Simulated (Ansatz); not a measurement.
The start is a generated trial cell of BN in the 6H structure type. A full variable-cell relaxation at zero pressure is run with PBE (plane waves to 420 eV, PAW, scalar-relativistic; Ansatz, a first-principles code). The first steps use a coarse 8×8×2 k-mesh.

Initial structure:
```yaml
crystal:
  lattice:
    - [2.63725, 0.00000, 0.00000]
    - [-1.31863, 2.28393, 0.00000]
    - [0.00000, 0.00000, 12.94088]
  atoms:
    - { symbol: B, position: [0.00000, 0.00000, 0.00000] }
    - { symbol: B, position: [0.00000, 0.00000, 0.50000] }
    - { symbol: B, position: [0.66667, 0.33333, 0.83325] }
    - { symbol: B, position: [0.33333, 0.66667, 0.33325] }
    - { symbol: B, position: [0.66667, 0.33333, 0.16650] }
    - { symbol: B, position: [0.33333, 0.66667, 0.66650] }
    - { symbol: N, position: [0.00000, 0.00000, 0.87460] }
    - { symbol: N, position: [0.00000, 0.00000, 0.37460] }
    - { symbol: N, position: [0.66667, 0.33333, 0.70785] }
    - { symbol: N, position: [0.33333, 0.66667, 0.20785] }
    - { symbol: N, position: [0.66667, 0.33333, 0.04150] }
    - { symbol: N, position: [0.33333, 0.66667, 0.54150] }
```

Task: How large is the pressure on the unrelaxed cell, and of which sign?

Result: -27.4 GPa (negative: the cell is under tension).

Task: How does the volume change?

Result: -8.3 %, from 6.50 to 5.96 Å³/atom.

Task: How do the shortest distances between atoms change?

Result: The closest pairs of elements (up to four, under 3.6 Å), start → end: B–N 1.61 → 1.57 Å; B–B 2.64 → 2.56 Å; N–N 2.64 → 2.56 Å.

Task: What band gap does the relaxed structure have at this level?

Result: 5.19 eV, indirect (valence top at Γ, conduction bottom at M) (no spin-orbit coupling).

Task: Write out the relaxed structure.

Result: 
Space group P6₃mc (No. 186); a = b = 2.5601 Å, c = 12.5946 Å, α = β = 90.00°, γ = 120.00°

| atom | site | symmetry | x | y | z |
|---|---|---|---|---|---|
| B | 2a | 3m. | 0.0000 | 0.0000 | 0.0001 |
| B | 2b | 3m. | 0.3333 | 0.6667 | 0.3327 |
| B | 2b | 3m. | 0.6667 | 0.3333 | 0.1666 |
| N | 2a | 3m. | 0.0000 | 0.0000 | 0.3744 |
| N | 2b | 3m. | 0.3333 | 0.6667 | 0.2081 |
| N | 2b | 3m. | 0.6667 | 0.3333 | 0.0419 |

The space group stays P6₃mc (No. 186) (the run could not lower it); the end is AFLOW prototype AB_hP12_186_a2b_a2b (B6, as in SiC), with 12 atoms in the primitive cell. Final values are on a 12×12×2 k-mesh of the relaxed cell. No spin polarisation in the result.

The run could not lose the symmetry of its start.

The first start was generated by placing the elements on the sites of a structure type. A measured structure of BN has the same space group, P6₃mc (No. 186); the sites were not compared with it.
